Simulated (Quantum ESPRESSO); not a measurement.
# Where does B sit best among Al sites?

Calculated results; nothing here was measured. They come from pw.x of Quantum ESPRESSO 7.5, a plane-wave density functional program, with PseudoDojo standard norm-conserving files (v0.5 for PBE, v0.4.1 for LDA and PBEsol). The cells are made up: elements, strain and atom displacements were drawn at random, and nothing was relaxed. There is no spin polarisation, spin-orbit coupling or dispersion term.

The cell has 8 sites of a zincblende or diamond lattice. Sites 1 to 4 hold X X X X; sites 5 to 8 hold P P P P. Cell vectors in Å: (5.588, 0.000, 0.000); (0.000, 5.588, 0.000); (0.000, 0.000, 5.588). Settings: PBE, cutoff 1034 eV, 4 x 4 x 4 k mesh shifted by half a step, Fermi-Dirac smearing of 0.025 eV.

In each run one of the sites marked X holds B and the others hold Al; cell and positions stay the same. E is the free energy of the cell.

| site of the guest | first shell | mean distance (Å) | E above the lowest (eV) | P (GPa) | force on the guest (eV/Å) |
| --- | --- | --- | --- | --- | --- |
| 1 | P4 | 2.393 | 0.000 | -9.24 | 0.133 |
| 2 | P4 | 2.427 | 0.239 | -8.69 | 0.534 |
| 3 | P4 | 2.435 | 0.292 | -8.56 | 0.392 |
| 4 | P4 | 2.430 | 0.201 | -8.73 | 0.299 |

A rerun of one of these cells at 1317 eV and k mesh 6 x 6 x 6 moved values by no more than 0.006 eV in the cell's energy, 0.02 GPa in stress and 0.002 eV/Å in force.

## Reading the table

Site 1 is lowest, by 0.201 eV, over three times the rerun's bound. A straight line of energy against the mean distance has a slope of 6.5 ± 1.1 eV/Å, so the guest costs less on the tighter sites. The positions are random and not relaxed, so the differences hold for this frozen cell and are not site preferences of a real crystal.